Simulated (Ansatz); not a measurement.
TaC (rock salt)

```
TaC
1.0
    0.00000     2.23793     2.23793
    2.23793     0.00000     2.23793
    2.23793     2.23793     0.00000
C Ta
1 1
Direct
  0.00000   0.00000   0.00000
  0.50000   0.50000   0.50000
```

The slice is a {111} plane (indices of the conventional cell) through the point (0.500, 0.500, 0.500) (fractional), spanned by u = [100] and v = [-1 2 0] in vectors of this cell: u (3.16 Å) and v (5.48 Å, at 90° to u). It covers one period; positions are fractions (u, v).

Calculation: PBE (plane waves to 420 eV, PAW, scalar-relativistic; Ansatz, a program for electronic structure). k mesh 18×18×18. Inside the PAW spheres the values are not all-electron values, and peaks at nuclei hang on which shells count as valence. Spin-orbit coupling is left out, though Ta is heavy. TaC is run without spin polarisation. TaC was relaxed with its symmetry unable to fall.

### Question
Predict the map of the electron localisation function (ELF) on the slice.

### Answer
```
v \ u  0.00  0.14  0.29  0.43  0.57  0.71  0.86
-----  ----  ----  ----  ----  ----  ----  ----
0.92   0.66  0.73  0.21  0.27  0.27  0.21  0.73
0.83   0.36  0.20  0.18  0.38  0.38  0.18  0.20
0.75   0.24  0.26  0.28  0.25  0.25  0.28  0.26
0.67   0.42  0.29  0.14  0.31  0.31  0.14  0.29
0.58   0.33  0.15  0.55  0.71  0.71  0.55  0.15
0.50   0.28  0.14  0.72     x     x  0.72  0.14
0.42   0.33  0.15  0.55  0.71  0.71  0.55  0.15
0.33   0.42  0.29  0.14  0.31  0.31  0.14  0.29
0.25   0.24  0.26  0.28  0.25  0.25  0.28  0.26
0.17   0.36  0.20  0.18  0.38  0.38  0.18  0.20
0.08   0.66  0.73  0.21  0.27  0.27  0.21  0.73
0.00      x  0.66  0.38  0.21  0.21  0.38  0.66
```

Values: electron localisation function (ELF). Points within 0.4 Å of a nucleus are blanked (x), as the pseudised field means little there.
